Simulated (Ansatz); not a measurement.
TiSnSe:
```xyz
6
Lattice="3.9233 0.0000 0.0000 0.0000 3.9233 0.0000 0.0000 0.0000 8.0314" Properties=species:S:1:pos:R:3 pbc="T T T"
Ti     0.0000     1.9616     5.7608
Ti     1.9616     0.0000     2.2706
Sn     0.0000     0.0000     0.0000
Sn     1.9616     1.9616     0.0000
Se     1.9616     0.0000     4.9615
Se     0.0000     1.9616     3.0699
```

Relaxed with PBE. Special points in fractions of this cell's reciprocal vectors: Γ (0.000, 0.000, 0.000); X (0.000, 0.500, 0.000); M (0.500, 0.500, 0.000); Z (0.000, 0.000, 0.500); R (0.000, 0.500, 0.500); A (0.500, 0.500, 0.500).

**Question.** List the band energies nearest the Fermi level at these points for plane-wave PAW PBE (Ansatz code).

**Answer.** In eV from the Fermi level; about four levels below and three above (degenerate sets whole), none deeper than 8.9 eV; points with the same levels are listed once.

```
k                    below                above
-  -----------------------  -------------------
Γ  -1.24 -1.19 -1.19 -0.63       0.21 0.29 0.29
X  -1.07 -1.07 -0.44 -0.44  0.39 0.39 1.09 1.09
M  -3.29 -3.29 -1.29 -1.29  0.84 0.84 1.07 1.07
Z  -2.42 -1.48 -1.07 -1.07  0.20 0.30 0.51 0.51
R  -1.25 -1.25 -0.19 -0.19  0.57 0.57 1.13 1.13
A  -2.56 -2.56 -1.97 -1.97  0.77 0.77 0.84 0.84
```

Space group P4/nmm. The start of the workflow was typed in or built on a structure type; neither database checked (COD, Materials Project) lists it. Its standing as an ambient phase is unchecked. The cell was relaxed with PBE under the symmetry of its start; whether a distortion lowers the energy is not shown. The workflow began spin-polarised and lost its moments. Scalar-relativistic: spin–orbit coupling is off unless named, which matters more the heavier the elements.

Potentials: the earlier of the program's two PAW sets.
